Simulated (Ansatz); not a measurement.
Be (hcp (Mg type), space group No. 194) is relaxed with the program Ansatz at the r²SCAN level (PAW). What lattice parameters of the conventional cell result?

a = 2.262 Å, c = 3.569 Å.

Space group P6_3/mmc (hcp (Mg type)). Symmetry was held in the r²SCAN relaxation; phonons on a q-mesh show no instability. Axis ratios of metals converge slowly with the k-mesh, so a and c are less sure than the volume.

Potentials: the later of the program's two PAW sets.
